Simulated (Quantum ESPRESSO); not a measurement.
# Zn3MgClS3: input and log of a self-consistent run

Simulated, not a measurement. The program is pw.x of Quantum ESPRESSO 7.5 (plane-wave density functional theory). The cell is made up: 8 atoms on a wurtzite lattice, with randomly drawn elements, strain and displacements, not relaxed. PseudoDojo standard norm-conserving files (v0.5 for PBE, v0.4.1 for LDA and PBEsol) set the functional; there is no spin polarisation, spin-orbit coupling or dispersion term, and the masses in the input are unused placeholders. A spin-polarised start on this cell or one of its family kept no moment.

Input:

```
&control calculation='scf', pseudo_dir='./dojo.nc.sr.pbe.v0_5.standard.upf', outdir='./o', disk_io='medium', tprnfor=.true., tstress=.true. /
&system ibrav=0, nat=8, ntyp=4, nbnd=58, ecutwfc=84.00895049, nosym=.true., tot_charge=0,
 occupations='smearing', smearing='fd', degauss=0.0073498644
/
&electrons conv_thr=7.350e-09, electron_maxstep=60, /
ATOMIC_SPECIES
Cl 1.0 Cl.upf
Mg 1.0 Mg.upf
S 1.0 S.upf
Zn 1.0 Zn.upf
CELL_PARAMETERS angstrom
3.9025 0.016 -0.0035
0.0277 6.8981 0.0455
-0.0057 0.0429 6.3854
ATOMIC_POSITIONS angstrom
Zn 0.032 -0.0935 -0.0532
Mg 1.8584 3.5064 0.0496
Zn 2.092 1.0772 3.1914
Zn 0.0025 4.5315 3.3897
Cl 0.1771 -0.1444 2.3303
S 2.0242 3.4796 2.2967
S 2.0748 1.2538 5.5152
S 0.0329 4.5468 5.6045
K_POINTS automatic
7 6 6 1 1 1
```

The log is shortened where brackets say so; the opening notice, blank lines, dates and the lines on written files are dropped, and the path of the files is cut. It prints rydbergs, bohrs and kilobars, and counts compression as positive stress.

```
     Program PWSCF v.7.5
     Parallel version (MPI & OpenMP), running on       1 processor cores
     Number of MPI processes:                 1
     Threads/MPI process:                     1
     [start-up lines left out]
     bravais-lattice index     =            0
     lattice parameter (alat)  =       7.3747  a.u.
     unit-cell volume          =    1159.9262 (a.u.)^3
     number of atoms/cell      =            8
     number of atomic types    =            4
     number of electrons       =        95.00
     number of Kohn-Sham states=           58
     kinetic-energy cutoff     =      84.0090  Ry
     charge density cutoff     =     336.0358  Ry
     scf convergence threshold =      7.3E-09
     mixing beta               =       0.7000
     number of iterations used =            8  plain     mixing
     Exchange-correlation= PBE
                           (   1   4   3   4   0   0   0)
     [axes and pseudopotential details left out]
   Cartesian axes
     site n.     atom                  positions (alat units)
         1        Zn     tau(   1) = (   0.0081998  -0.0239588  -0.0136322  )
         2        Mg     tau(   2) = (   0.4762034   0.8984930   0.0127097  )
         3        Zn     tau(   3) = (   0.5360619   0.2760258   0.8177763  )
         4        Zn     tau(   4) = (   0.0006406   1.1611685   0.8685894  )
         5        Cl     tau(   5) = (   0.0453808  -0.0370016   0.5971248  )
         6        S      tau(   6) = (   0.5186886   0.8916257   0.5885150  )
         7        S      tau(   7) = (   0.5316545   0.3212784   1.4132355  )
         8        S      tau(   8) = (   0.0084304   1.1650890   1.4361180  )
     number of k points=   126  Fermi-Dirac smearing, width (Ry)=  0.0073
     Number of k-points >= 100: set verbosity='high' to print them.
     Dense  grid:   120675 G-vectors     FFT dimensions: (  45,  80,  72)
     Estimated max dynamical RAM per process >     183.22 MB
     Initial potential from superposition of free atoms
     starting charge      94.9987, renormalised to      95.0000
     Starting wfcs are   51 randomized atomic wfcs +    7 random wfcs
     total cpu time spent up to now is       43.1 secs
     per-process dynamical memory:   111.2 Mb
     Self-consistent Calculation
     iteration #  1     ecut=    84.01 Ry     beta= 0.70
     Davidson diagonalization with overlap
     ethr =  1.00E-02,  avg # of iterations =  6.6
     Threshold (ethr) on eigenvalues was too large:
     Diagonalizing with lowered threshold
     Davidson diagonalization with overlap
     ethr =  5.36E-04,  avg # of iterations =  2.0
     total cpu time spent up to now is      315.9 secs
     total energy              =   -1472.02801619 Ry
     estimated scf accuracy    <       0.50354209 Ry
     iteration #  2     ecut=    84.01 Ry     beta= 0.70
     Davidson diagonalization with overlap
     ethr =  5.30E-04,  avg # of iterations =  6.5
     total cpu time spent up to now is      496.9 secs
     total energy              =   -1472.11576134 Ry
     estimated scf accuracy    <       0.56438631 Ry
     iteration #  3     ecut=    84.01 Ry     beta= 0.70
     Davidson diagonalization with overlap
     ethr =  5.30E-04,  avg # of iterations =  2.8
     total cpu time spent up to now is      629.6 secs
     total energy              =   -1472.24104974 Ry
     estimated scf accuracy    <       0.02895113 Ry
     iteration #  4     ecut=    84.01 Ry     beta= 0.70
     Davidson diagonalization with overlap
     ethr =  3.05E-05,  avg # of iterations =  6.9
     total cpu time spent up to now is      784.5 secs
     total energy              =   -1472.24808216 Ry
     estimated scf accuracy    <       0.00217745 Ry
     iteration #  5     ecut=    84.01 Ry     beta= 0.70
     Davidson diagonalization with overlap
     ethr =  2.29E-06,  avg # of iterations =  6.8
     total cpu time spent up to now is      937.6 secs
     total energy              =   -1472.24847291 Ry
     estimated scf accuracy    <       0.00025912 Ry
     iteration #  6     ecut=    84.01 Ry     beta= 0.70
     Davidson diagonalization with overlap
     ethr =  2.73E-07,  avg # of iterations =  2.4
     total cpu time spent up to now is     1070.4 secs
     total energy              =   -1472.24852861 Ry
     estimated scf accuracy    <       0.00005340 Ry
     iteration #  7     ecut=    84.01 Ry     beta= 0.70
     Davidson diagonalization with overlap
     ethr =  5.62E-08,  avg # of iterations =  2.1
     total cpu time spent up to now is     1197.7 secs
     total energy              =   -1472.24854120 Ry
     estimated scf accuracy    <       0.00000574 Ry
     iteration #  8     ecut=    84.01 Ry     beta= 0.70
     Davidson diagonalization with overlap
     ethr =  6.05E-09,  avg # of iterations =  3.1
     total cpu time spent up to now is     1342.7 secs
     total energy              =   -1472.24854254 Ry
     estimated scf accuracy    <       0.00000156 Ry
     iteration #  9     ecut=    84.01 Ry     beta= 0.70
     Davidson diagonalization with overlap
     ethr =  1.65E-09,  avg # of iterations =  2.5
     total cpu time spent up to now is     1474.5 secs
     total energy              =   -1472.24854289 Ry
     estimated scf accuracy    <       0.00000014 Ry
     iteration # 10     ecut=    84.01 Ry     beta= 0.70
     Davidson diagonalization with overlap
     ethr =  1.44E-10,  avg # of iterations =  2.5
     total cpu time spent up to now is     1603.2 secs
     total energy              =   -1472.24854293 Ry
     estimated scf accuracy    <       0.00000002 Ry
     iteration # 11     ecut=    84.01 Ry     beta= 0.70
     Davidson diagonalization with overlap
     ethr =  1.87E-11,  avg # of iterations =  2.8
     total cpu time spent up to now is     1742.9 secs
     End of self-consistent calculation
     Number of k-points >= 100: set verbosity='high' to print the bands.
     the Fermi energy is     8.7278 ev
!    total energy              =   -1472.24854293 Ry
     estimated scf accuracy    <          1.7E-09 Ry
     smearing contrib. (-TS)   =      -0.00564892 Ry
     internal energy E=F+TS    =   -1472.24289402 Ry
     The total energy is F=E-TS. E is the sum of the following terms:
     one-electron contribution =   -1248.55453828 Ry
     hartree contribution      =     637.02628761 Ry
     xc contribution           =    -178.62215365 Ry
     ewald contribution        =    -682.09248970 Ry
     convergence has been achieved in  11 iterations
     Forces acting on atoms (cartesian axes, Ry/au):
     atom    1 type  4   force =     0.00684932    0.01556351   -0.03626886
     atom    2 type  2   force =     0.04768278   -0.03428714   -0.02660189
     atom    3 type  4   force =     0.00200969    0.03780005    0.00222105
     atom    4 type  4   force =     0.00442988   -0.03501151   -0.04514821
     atom    5 type  1   force =    -0.00269498   -0.00456384    0.00218086
     atom    6 type  3   force =    -0.00140455    0.00162691    0.08664962
     atom    7 type  3   force =    -0.01032093   -0.03179190    0.01909407
     atom    8 type  3   force =    -0.04655122    0.05066392   -0.00212663
     Total force =     0.155721     Total SCF correction =     0.000293
     Computing stress (Cartesian axis) and pressure
          total   stress  (Ry/bohr**3)                   (kbar)     P=       38.86
   0.00023330  -0.00006983   0.00010108           34.32      -10.27       14.87
  -0.00006983   0.00005821  -0.00004536          -10.27        8.56       -6.67
   0.00010108  -0.00004536   0.00050094           14.87       -6.67       73.69
     init_run     :     40.43s CPU     42.93s WALL (       1 calls)
     electrons    :   1636.76s CPU   1699.88s WALL (       1 calls)
     forces       :     18.06s CPU     18.26s WALL (       1 calls)
     stress       :     65.86s CPU     66.11s WALL (       1 calls)
     [timing details left out]
     PWSCF        :  29m21.70s CPU  30m28.51s WALL
     JOB DONE.
```

In other units: free energy -20030.962 eV for the cell, pressure 3.89 GPa, largest force component 2.228 eV/Å. A rerun of this cell at 1437 eV and a 9 x 8 x 8 mesh moved values by no more than 0.003 eV in energy, 0.02 GPa in stress and 0.005 eV/Å in force.